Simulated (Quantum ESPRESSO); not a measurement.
pw.x input (Quantum ESPRESSO 7.5; PBEsol, PseudoDojo standard norm-conserving files, scalar-relativistic):

```
&CONTROL
  calculation = 'scf'
  pseudo_dir = './pseudo'
  outdir = './out'
  tprnfor = .true.
  tstress = .true.
/
&SYSTEM
  ibrav = 0
  nat = 2
  ntyp = 1
  ecutwfc = 82.0
  ecutrho = 328.0
  occupations = 'smearing'
  smearing = 'fd'
  degauss = 0.002
  nbnd = 8
/
&ELECTRONS
  conv_thr = 2e-10
/
ATOMIC_SPECIES
C 12.0110 C.upf
CELL_PARAMETERS angstrom
  2.127320000000  -1.228280000000   0.000000000000
  2.127320000000   1.228280000000   0.000000000000
 -1.379069000000   0.000000000000   3.502835000000
ATOMIC_POSITIONS crystal
C   0.833360000000   0.833360000000   0.000090000000
C   0.166640000000   0.166640000000   0.999910000000
K_POINTS automatic
12 12 8 0 0 0
```

End of the output:

```
     total energy              =     -24.01948830 Ry
     estimated scf accuracy    <       0.00000171 Ry
     total energy              =     -24.01948890 Ry
     estimated scf accuracy    <       0.00000003 Ry
     total energy              =     -24.01948891 Ry
     estimated scf accuracy    <          3.0E-10 Ry
[...]
     the Fermi energy is     6.5506 ev
!    total energy              =     -24.01948891 Ry
     estimated scf accuracy    <          1.9E-12 Ry
     smearing contrib. (-TS)   =      -0.00000008 Ry
     internal energy E=F+TS    =     -24.01948883 Ry
     The total energy is F=E-TS. E is the sum of the following terms:
     one-electron contribution =      -7.03400339 Ry
     hartree contribution      =       7.43978948 Ry
     xc contribution           =      -8.52060049 Ry
     ewald contribution        =     -15.90467444 Ry
     convergence has been achieved in   7 iterations
     Forces acting on atoms (cartesian axes, Ry/au):
     atom    1 type  1   force =     0.00002590    0.00000000    0.00033515
     atom    2 type  1   force =    -0.00002590    0.00000000   -0.00033515
     Total force =     0.000475     Total SCF correction =     0.000000
     Computing stress (Cartesian axis) and pressure
          total   stress  (Ry/bohr**3)                   (kbar)     P=       17.58
   0.00017899   0.00000000  -0.00000266           26.33        0.00       -0.39
   0.00000000   0.00017405  -0.00000000            0.00       25.60       -0.00
  -0.00000266   0.00000000   0.00000557           -0.39        0.00        0.82
```
In a gapped system the printed Fermi energy is only some level inside the gap.

Geometry of the Materials Project entry, not relaxed at this level.
